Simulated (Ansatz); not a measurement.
C:
```
CELL_PARAMETERS angstrom
     -2.18398     2.18398     2.18398
      2.18398    -2.18398     2.18398
      2.18398     2.18398    -2.18398
ATOMIC_POSITIONS crystal
  C  0.50000 0.75000 0.25000
  C  0.25000 0.50000 0.75000
  C  0.75000 0.50000 0.25000
  C  0.50000 0.25000 0.75000
  C  0.25000 0.75000 0.50000
  C  0.75000 0.25000 0.50000
```

Relaxed with r²SCAN. Special points in fractions of this cell's reciprocal vectors: Γ (0.000, 0.000, 0.000); H (0.500, -0.500, 0.500); N (0.000, 0.000, 0.500); P (0.250, 0.250, 0.250).

List the band energies nearest the valence-band maximum at these points for DFT-r²SCAN in the program Ansatz with PAW potentials.

In eV from the valence-band maximum; about four levels below and three above (degenerate sets whole), none deeper than 8.9 eV; points with the same levels are listed once.

| k | below | above |
|---|---|---|
| Γ | -6.29 -6.29 -6.29 -4.67 -4.67 -4.67 | 5.31 5.31 5.31 |
| H | -4.16 -4.16 -4.16 0.00 0.00 0.00 | 4.36 4.36 4.36 |
| N | -5.92 -3.78 -2.88 -1.60 | 5.10 5.70 7.81 |
| P | -5.80 -5.80 -5.80 -4.05 -4.05 | 7.03 7.03 7.03 |

Space group Im-3m. The start of the workflow was typed in or built on a structure type; neither database checked (COD, Materials Project) lists it. It is not the phase usual at ambient conditions (space group No. 194, 227). The cell was relaxed with r²SCAN under the symmetry of its start; its stability against distortions is not shown here.

Potentials: the earlier of the program's two PAW sets.
